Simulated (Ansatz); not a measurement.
Q: Each is relaxed and computed with DFT-HSE06 in the program Ansatz with PAW potentials. Which alone has a direct gap?
(A) PbS, rock salt
(B) CdS, rock salt
(C) BeS, NiAs type
(D) BaS, rock salt

A: A, PbS, rock salt. PbS: gap 0.86 eV (direct); BaS: gap 3.13 eV (indirect); CdS: gap 1.23 eV (indirect); BeS: gap 2.25 eV (indirect). Constructed cells (a structure type filled with these elements, in neither database checked): BeS, NiAs type. Not the usual ambient phase: CdS, rock salt. All cells were relaxed under the symmetry of their starts (and spin orders); stability against distortions was not tested throughout. Scalar-relativistic: spin–orbit coupling is off unless named, which matters more the heavier the elements.

Potentials: the later of the program's two PAW sets.
